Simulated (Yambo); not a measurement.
**Convergence of the G0W0 gap of Cs₂LiAlF₆**

G0W0@LDA for Cs2LiAlF6 (space group P-3m1, No. 164) in Yambo. Reference settings: 3×3×2 Γ-centred k mesh, bands 2 to 191 and a 6 Ry block in the screening, 191 bands in G with the Bruneval-Gonze terminator, plasmon pole fitted at 27.2 eV. The LDA gap Γ → Γ on this mesh is 6.56 eV; G0W0 gaps are taken between the same points.

| change from the reference | G0W0 gap Γ → Γ (eV) | shift of the valence edge (eV) | rough Yambo cost |
|---|---|---|---|
| reference settings | 10.72 | -2.61 | 1 |
| 79 bands in W, 79 bands in G | 11.23 | -2.64 | about 1/3 |
| 151 bands in W, 151 bands in G | 10.77 | -2.58 | within a factor of two |
| exchange cut at 10 Ry | 8.74 | -0.21 | – |
| 55 bands in W, 55 bands in G, 2 Ry block | 12.76 | -3.86 | about 1/5 |
| 55 bands in W, 55 bands in G, 3 Ry block | 12.40 | -3.47 | about 1/5 |
| 55 bands in W, 55 bands in G, 4 Ry block | 12.15 | -3.20 | about 1/5 |
| 79 bands in W, 79 bands in G, 2 Ry block | 12.03 | -3.54 | about 1/3 |
| 79 bands in W, 79 bands in G, 3 Ry block | 11.68 | -3.16 | about 1/3 |
| 151 bands in W, 151 bands in G, 5 Ry block | 10.81 | -2.64 | within a factor of two |
| 151 bands in W, 151 bands in G, 4 Ry block | 10.94 | -2.79 | within a factor of two |
| 79 bands in W, 79 bands in G, 3 Ry block, no terminator | 11.73 | -3.03 | about 1/4 |
| 79 bands in W, 79 bands in G, no terminator | 11.22 | -2.43 | about 1/4 |
| 111 bands in W, 111 bands in G, 3 Ry block, no terminator | 11.34 | -2.93 | about 1/3 |
| 151 bands in W, 151 bands in G, no terminator | 10.69 | -2.37 | within a factor of two |

The reference isn't shown to be the converged limit. Costs are rough (shared machines), scaled to the same edge states, and given only for runs that recompute the screening.

Geometry of the Materials Project entry, not relaxed at this level; primitive cell a = b = 6.298 Å, c = 5.103 Å, α = β = 90.00°, γ = 120.00°.

The structure is a Materials Project entry; no match was found in the copy of COD used, and its stability was not checked.

A shift is the quasiparticle energy of the state minus its LDA energy.
